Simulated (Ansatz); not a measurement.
ZnSe:
```xyz
2
Lattice="3.7427 0.0000 0.0000 -1.8713 3.2413 0.0000 0.0000 0.0000 3.3282" Properties=species:S:1:pos:R:3 pbc="T T T"
Zn     0.0000     0.0000     0.0000
Se     1.8713     1.0804     1.6641
```

Relaxed with PBE. Special points in fractions of this cell's reciprocal vectors: Γ (0.000, 0.000, 0.000); M (0.500, 0.000, 0.000); K (0.333, 0.333, 0.000); A (0.000, 0.000, 0.500); L (0.500, 0.000, 0.500); H (0.333, 0.333, 0.500).

Q: List the band energies nearest the Fermi level at these points for PBE in the plane-wave PAW code Ansatz.

A: In eV from the Fermi level; about four levels below and three above (degenerate sets whole), none deeper than 8.9 eV; … stands for higher levels left out; points with the same levels are listed once.

```tsv
k	below	above
Γ	-0.72 -0.72 -0.70 -0.26	5.93 5.93 …
M	-6.63 -6.63 -5.85 -2.20	0.55 1.69 6.42
K	-6.65 -6.53 -5.54 -4.30	0.72 5.22 5.81
A	-6.80 -6.80 -6.72 -6.72 -5.98	0.19 0.19 4.10
L	-4.45 -3.86 -1.07 -0.37	4.86 4.92 …
H	-4.02 -3.65 -1.83 -0.85	1.55 7.99 …
```

Space group P-6m2. The cell is a constructed one: a structure type filled with these elements; neither database checked (COD, Materials Project) lists it. It is not the phase usual at ambient conditions (space group No. 216). The cell was relaxed with PBE under the symmetry of its start; its stability against distortions is not shown here. Scalar-relativistic: spin–orbit coupling is off unless named, which matters more the heavier the elements.

Potentials: the earlier of the program's two PAW sets.
